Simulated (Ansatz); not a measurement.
ZnSnP₂:
Space group I-42d (No. 122); a = 5.622 Å, b = 5.622 Å, c = 11.281 Å, α = 90.00°, β = 90.00°, γ = 90.00°

| atom | site | symmetry | x | y | z |
|---|---|---|---|---|---|
| Zn | 4a | -4.. | 0.0000 | 0.0000 | 0.0000 |
| Sn | 4b | -4.. | 0.0000 | 0.0000 | 0.5000 |
| P | 8d | .2. | 0.2500 | 0.2745 | 0.3750 |
(The calculation used a cell of 8 atoms; values per cell refer to that cell.)

Relaxed with PBEsol.

Problem. Which orbitals make up the states near the band edges in the program Ansatz at the PBEsol level (PAW)?

Solution. Top 1 eV of the valence band: P 3p 83 %, Sn 5p 6 %. Bottom 1 eV of the conduction band: P 3p 39 %, Sn 5s 20 %, Sn 5p 17 %, P 3s 9 %, outside the projected shells 12 %. Projections are on Löwdin-orthogonalised atomic valence shells; empty p or d shells of many metals are not among them.

Problem. Tabulate the density of states.

Solution. States/eV per cell of 8 atoms, in 0.25 eV bins, energy from the valence-band maximum.

```tsv
E (eV)	total	P 3p	Zn 3d	Sn 5p
-7.85	0.39	0.13	0.05	0.00
-7.60	2.08	0.60	0.52	0.03
-7.35	11.21	2.39	5.53	0.19
-7.10	2.31	0.34	1.59	0.02
-6.85	47.58	2.08	44.62	0.26
-6.60	18.32	0.48	17.01	0.22
-6.35	6.38	0.84	3.90	0.33
-6.10	3.06	0.75	1.13	0.21
-5.85	2.53	0.70	0.73	0.17
-5.60	1.60	0.47	0.39	0.09
-5.35	2.21	1.06	0.21	0.27
-5.10	2.69	1.47	0.16	0.28
-4.85	2.26	1.19	0.16	0.25
-4.60	1.97	1.03	0.14	0.22
-4.35	1.27	0.68	0.08	0.15
-4.10	2.00	1.15	0.09	0.37
-3.85	4.91	2.97	0.17	1.25
-3.60	4.70	2.89	0.15	1.14
-3.35	4.96	3.14	0.15	1.13
-3.10	5.25	3.41	0.13	1.21
-2.85	5.50	3.64	0.14	1.17
-2.60	5.72	4.03	0.16	0.92
-2.35	4.78	3.45	0.14	0.70
-2.10	4.47	3.24	0.14	0.67
-1.85	6.30	4.82	0.20	0.68
-1.60	4.82	3.80	0.16	0.42
-1.35	4.60	3.65	0.17	0.36
-1.10	4.21	3.43	0.16	0.28
-0.85	4.04	3.34	0.16	0.24
-0.60	2.15	1.78	0.08	0.13
-0.35	1.28	1.08	0.05	0.06
-0.10	0.45	0.39	0.02	0.02
0.15	0.00	0.00	0.00	0.00
0.40	0.00	0.00	0.00	0.00
0.65	0.00	0.00	0.00	0.00
0.90	0.00	0.00	0.00	0.00
1.15	0.34	0.11	0.00	0.05
1.40	2.47	0.88	0.02	0.48
1.65	5.13	2.07	0.04	0.80
1.90	5.56	2.28	0.04	0.96
2.15	4.45	1.61	0.02	1.07
2.40	4.01	1.21	0.01	1.26
2.65	4.96	1.15	0.01	1.88
2.90	3.88	0.85	0.01	1.51
3.15	3.38	0.82	0.01	1.26
3.40	3.16	0.79	0.01	0.89
3.65	5.89	1.50	0.01	1.88
3.90	6.87	1.63	0.02	2.10
4.15	6.86	1.55	0.02	2.09
4.40	4.97	1.12	0.01	1.37
4.65	4.73	1.07	0.01	1.18
4.90	5.15	1.03	0.01	1.01
5.15	5.31	0.94	0.01	0.81
5.40	5.58	0.87	0.01	0.71
5.65	5.21	0.69	0.01	0.57
```

The cell was relaxed with PBEsol under the symmetry of its start. Scalar-relativistic: spin–orbit coupling is off unless named, which matters more the heavier the elements.

Potentials: the later of the program's two PAW sets.
